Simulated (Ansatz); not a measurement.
Y$_{12}$InNi$_{6}$ in space group Im-3 (No. 204; Y on 24g, In on 2a, Ni on 12e), r²SCAN (plane waves, PAW; program Ansatz), all energies at zero smearing, with the estimated change up to a 700 eV cutoff added, with one set of potentials and settings (totals compare only within such a set). Cell of 19 atoms (12 Y, 1 In, 6 Ni): -87007.113 eV.

```tsv
element	reference phase	E (eV/atom)
Y	P6_3/mmc, 2 atoms in the cell	-3859.7073
In	I4/mmm, 1 atoms in the cell	-5611.8204
Ni	Fm-3m, 1 atoms in the cell, spin-polarised	-5845.2912
```

Formation energy per atom, worked out: (-87007.113 − 12×(-3859.7073) − 1×(-5611.8204) − 6×(-5845.2912))/19 = -0.371 eV/atom (-36 kJ per mol of atoms), at 0 K, without zero-point energy or fitted corrections.

The first step of the workflow began from a Materials Project structure, measured or hypothetical; the Crystallography Open Database copy checked does not list it. Whether it is the stable phase at ambient conditions was not checked. The r²SCAN relaxation kept the symmetry of its start; whether a distortion lowers the energy is not shown. The final state is ferromagnetic, the only order run, not a proven ground state. Other orbital occupations within this spin state were not tried. The references are the lowest solids computed at this level, not always the standard phases.

Potentials: the later of the program's two PAW sets.
